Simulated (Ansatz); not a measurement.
ZrTa (rock salt, space group No. 225) under volume change, plane-wave PAW PBEsol (Ansatz code), scaled uniformly.

```csv
V (Å³/atom),E − E(relaxed) (meV/atom),P (GPa)
19.708,66.8,11.93
20.358,?,?
21.008,6.6,3.36
21.657,0.0,0.00
22.307,6.0,-2.91
22.957,?,?
23.607,49.7,-7.64
```

### Question
Fill in the missing entries.

### Answer

- 20.358, E − E(relaxed) (meV/atom): 28.1
- 20.358, P (GPa): 7.30
- 22.957, E − E(relaxed) (meV/atom): 23.1
- 22.957, P (GPa): -5.44

### Question
What does a third-order Birch–Murnaghan fit give for V₀, B₀ and B′?

### Answer
V₀ = 21.65 Å³/atom, B₀ = 105 GPa, B′ = 4.0.

Space group Fm-3m (rock salt). The start of the workflow was typed in or built on a structure type; neither database checked (COD, Materials Project) lists it. Whether it is the stable phase at ambient conditions was not checked. The PBEsol relaxation kept the symmetry of its start. At this level the phase is mechanically unstable. No spin polarisation was allowed. Its formation energy is positive at this level, so the cell may be metastable or incomplete. Spin–orbit coupling is left out wherever it is not named.

Potentials: the later of the program's two PAW sets.
